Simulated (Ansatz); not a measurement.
# Band table of TaN (rocksalt type)

```yaml
crystal:
  lattice:
    - [0.00000, 1.80948, 1.80948]
    - [1.80948, 0.00000, 1.80948]
    - [1.80948, 1.80948, 0.00000]
  atoms:
    - { symbol: Ta, position: [0.00000, 0.00000, 0.00000] }
    - { symbol: N, position: [0.50000, 0.50000, 0.50000] }
```

The cell comes from a relaxation on PAW files under the same functional, begun from a prototype that needn't be the stable phase.

Level of theory: DFT with PBE, scalar-relativistic, in Ansatz 0.2.0; a Γ-centred 15×15×15 k mesh, Fermi–Dirac smearing of 0.08 eV, no spin polarisation. LAPW: all electrons, basis error target 1 meV/atom.

This run: volume at 0.55 of the series' base cell.

Spin–orbit coupling is left out, which matters for the heavy atoms.

Path points, in fractions of the reciprocal vectors: Γ (0.000, 0.000, 0.000), X (0.500, 0.000, 0.500), U (0.625, 0.250, 0.625), K (0.375, 0.375, 0.750), L (0.500, 0.500, 0.500), W (0.500, 0.250, 0.750). The distance column jumps between branches of the path. Levels in eV from the Fermi level; bands 15 to 30, counted from the lowest band of the run. The gap is zero, the pressure 702.0 GPa.

```
# k(1/Å) point b15 b16 b17 b18 b19 b20 b21 b22 b23 b24 b25 b26 b27 b28 b29 b30
0.000 Γ -22.86 -20.34 -20.34 -20.34 -20.19 -19.82 -19.82 -19.82 -4.96 -4.96 -4.96 -4.42 -4.42 -4.42 0.20 0.20
0.217 - -22.42 -20.34 -20.33 -20.33 -20.18 -19.83 -19.83 -19.83 -6.75 -5.74 -5.74 -4.84 -3.18 -3.18 0.33 2.09
0.434 - -21.42 -20.30 -20.30 -20.25 -20.15 -19.86 -19.86 -19.86 -9.45 -6.29 -6.29 -5.86 -1.27 -1.27 0.72 4.88
0.651 - -20.92 -20.25 -20.25 -20.11 -19.91 -19.90 -19.90 -19.61 -11.40 -7.11 -6.44 -6.44 0.98 0.98 1.35 6.87
0.868 - -21.10 -20.19 -20.19 -20.05 -19.96 -19.93 -19.93 -19.20 -11.62 -8.32 -6.23 -6.23 2.14 3.41 3.41 8.30
1.085 - -21.65 -20.15 -20.15 -20.01 -19.99 -19.96 -19.96 -19.52 -10.07 -9.36 -5.78 -5.78 3.03 5.67 5.67 9.66
1.302 - -22.42 -20.11 -20.11 -20.05 -19.98 -19.98 -19.93 -19.83 -10.15 -7.81 -5.22 -5.22 3.87 7.31 7.31 11.09
1.519 - -23.04 -20.10 -20.10 -20.08 -19.98 -19.98 -19.97 -19.89 -10.64 -5.82 -4.76 -4.76 4.50 8.04 8.04 12.60
1.736 X -23.27 -20.09 -20.09 -20.09 -20.02 -19.98 -19.98 -19.87 -10.81 -5.00 -4.57 -4.57 4.73 8.19 8.19 13.94
1.813 - -23.23 -20.09 -20.09 -20.08 -20.02 -19.98 -19.98 -19.87 -10.77 -5.02 -4.69 -4.59 4.89 8.10 8.14 13.95
1.890 - -23.11 -20.10 -20.09 -20.08 -20.02 -19.98 -19.97 -19.87 -10.68 -5.11 -5.03 -4.64 5.34 7.84 7.99 13.96
1.966 - -22.92 -20.11 -20.08 -20.08 -20.02 -19.98 -19.95 -19.87 -10.54 -5.53 -5.24 -4.69 6.03 7.45 7.74 13.95
2.043 - -22.68 -20.12 -20.08 -20.07 -20.02 -19.98 -19.92 -19.87 -10.38 -6.13 -5.43 -4.73 6.89 6.99 7.41 13.85
2.120 - -22.39 -20.13 -20.08 -20.06 -20.02 -19.98 -19.88 -19.87 -10.24 -6.78 -5.65 -4.69 6.49 7.00 7.87 13.65
2.197 - -22.08 -20.15 -20.08 -20.05 -20.03 -19.97 -19.87 -19.82 -10.17 -7.45 -5.91 -4.52 5.97 6.53 8.93 13.35
2.273 - -21.76 -20.16 -20.08 -20.03 -20.03 -19.97 -19.87 -19.72 -10.21 -8.12 -6.20 -4.19 5.45 6.01 10.04 12.95
2.350 U -21.48 -20.16 -20.07 -20.04 -20.02 -19.97 -19.88 -19.56 -10.37 -8.76 -6.50 -3.67 4.92 5.44 11.17 12.48
3.413 K -21.48 -20.16 -20.07 -20.04 -20.02 -19.97 -19.88 -19.56 -10.37 -8.76 -6.50 -3.67 4.92 5.44 11.17 12.48
3.643 - -20.93 -20.17 -20.06 -20.06 -19.99 -19.95 -19.88 -18.71 -11.42 -10.40 -7.43 -1.16 3.40 3.60 10.85 14.38
3.874 - -20.74 -20.14 -20.10 -20.03 -20.00 -19.91 -19.91 -17.51 -12.77 -11.47 -8.22 1.74 1.98 2.07 9.12 15.33
4.104 - -20.67 -20.14 -20.10 -20.05 -20.00 -19.95 -19.88 -16.86 -13.47 -11.83 -8.67 0.00 0.68 4.44 7.48 12.13
4.334 - -20.63 -20.19 -20.12 -20.04 -20.02 -19.95 -19.86 -17.76 -12.44 -11.41 -8.68 -1.52 -0.49 3.53 5.71 11.61
4.564 - -20.64 -20.24 -20.21 -20.09 -19.98 -19.91 -19.85 -19.27 -10.58 -10.25 -8.19 -2.76 -1.53 0.87 4.03 9.09
4.794 - -21.23 -20.29 -20.28 -20.26 -20.15 -19.89 -19.87 -19.83 -8.48 -8.47 -7.26 -3.67 -2.50 -1.57 2.44 5.34
5.025 - -22.37 -20.34 -20.33 -20.33 -20.18 -19.84 -19.84 -19.83 -6.42 -6.33 -6.03 -4.23 -3.49 -3.32 0.94 1.98
5.255 Γ -22.86 -20.34 -20.34 -20.34 -20.19 -19.82 -19.82 -19.82 -4.96 -4.96 -4.96 -4.42 -4.42 -4.42 0.20 0.20
5.443 - -22.53 -20.34 -20.33 -20.33 -20.18 -19.84 -19.84 -19.82 -6.07 -5.87 -5.87 -4.02 -4.02 -3.58 1.12 1.12
5.631 - -21.68 -20.32 -20.30 -20.30 -20.16 -19.87 -19.87 -19.82 -7.54 -7.37 -7.37 -3.32 -3.32 -2.77 3.15 3.15
5.819 - -20.78 -20.26 -20.26 -20.13 -20.05 -19.91 -19.91 -19.82 -9.01 -8.87 -8.87 -2.28 -2.28 -2.04 5.61 5.61
6.007 - -20.60 -20.20 -20.20 -20.08 -19.95 -19.95 -19.82 -19.01 -10.39 -10.20 -10.20 -1.18 -0.92 -0.92 8.24 8.24
6.194 - -20.60 -20.14 -20.14 -20.03 -19.98 -19.98 -19.82 -17.84 -11.63 -11.30 -11.30 -0.04 0.68 0.68 10.79 10.86
6.382 - -20.63 -20.10 -20.10 -19.98 -19.98 -19.98 -19.81 -16.81 -12.70 -12.12 -12.12 1.45 2.34 2.34 9.69 13.28
6.570 - -20.65 -20.10 -20.10 -19.94 -19.94 -19.94 -19.81 -15.96 -13.57 -12.63 -12.63 3.23 3.75 3.75 7.91 15.16
6.758 L -20.65 -20.10 -20.10 -19.93 -19.93 -19.93 -19.81 -15.53 -14.01 -12.80 -12.80 4.35 4.35 4.57 6.52 16.23
6.912 - -20.66 -20.11 -20.10 -19.93 -19.93 -19.93 -19.82 -15.30 -14.84 -12.67 -11.94 3.49 4.17 4.54 7.49 16.02
7.065 - -20.68 -20.12 -20.09 -19.95 -19.94 -19.92 -19.85 -15.98 -14.70 -12.26 -10.71 2.21 3.41 4.79 9.11 15.57
7.219 - -20.72 -20.14 -20.08 -19.97 -19.95 -19.91 -19.90 -17.02 -13.92 -11.51 -9.59 1.11 2.40 5.24 10.70 14.86
7.372 - -20.77 -20.15 -20.08 -19.99 -19.96 -19.94 -19.90 -17.87 -13.17 -10.46 -8.71 0.34 1.37 5.84 11.87 13.92
7.526 - -20.83 -20.16 -20.07 -20.02 -19.99 -19.98 -19.89 -18.51 -12.50 -9.32 -8.13 -0.08 0.53 6.57 12.17 12.88
7.679 - -20.90 -20.16 -20.07 -20.05 -20.00 -20.00 -19.88 -18.94 -11.92 -8.40 -7.85 -0.19 0.03 7.35 11.89 11.95
7.833 - -20.95 -20.16 -20.08 -20.08 -20.01 -20.01 -19.88 -19.18 -11.50 -7.89 -7.76 -0.16 -0.13 8.00 11.17 11.70
7.986 W -20.97 -20.16 -20.09 -20.09 -20.01 -20.01 -19.87 -19.25 -11.34 -7.74 -7.74 -0.13 -0.13 8.26 10.89 11.59
8.094 - -21.05 -20.15 -20.09 -20.09 -20.02 -20.01 -19.87 -19.34 -11.09 -8.28 -7.21 -1.19 1.03 8.26 10.43 12.00
8.203 - -21.29 -20.14 -20.09 -20.08 -20.02 -20.00 -19.87 -19.53 -10.39 -8.82 -6.71 -2.11 2.28 8.25 9.68 12.58
8.311 - -21.68 -20.13 -20.10 -20.08 -20.02 -20.00 -19.87 -19.71 -9.37 -9.35 -6.24 -2.88 3.57 8.24 8.82 13.12
8.420 - -22.14 -20.11 -20.10 -20.08 -20.02 -19.99 -19.87 -19.83 -9.82 -8.18 -5.82 -3.50 4.86 7.86 8.23 13.57
8.529 - -22.59 -20.10 -20.10 -20.08 -20.02 -19.99 -19.91 -19.87 -10.23 -6.93 -5.48 -3.97 6.08 6.83 8.21 13.85
8.637 - -22.96 -20.10 -20.09 -20.08 -20.02 -19.98 -19.95 -19.87 -10.54 -5.77 -5.22 -4.31 5.82 7.14 8.20 13.96
8.746 - -23.19 -20.09 -20.09 -20.08 -20.02 -19.98 -19.97 -19.87 -10.74 -5.05 -4.90 -4.50 5.04 7.91 8.20 13.96
8.854 X -23.27 -20.09 -20.09 -20.09 -20.02 -19.98 -19.98 -19.87 -10.81 -5.00 -4.57 -4.57 4.73 8.19 8.19 13.94
```
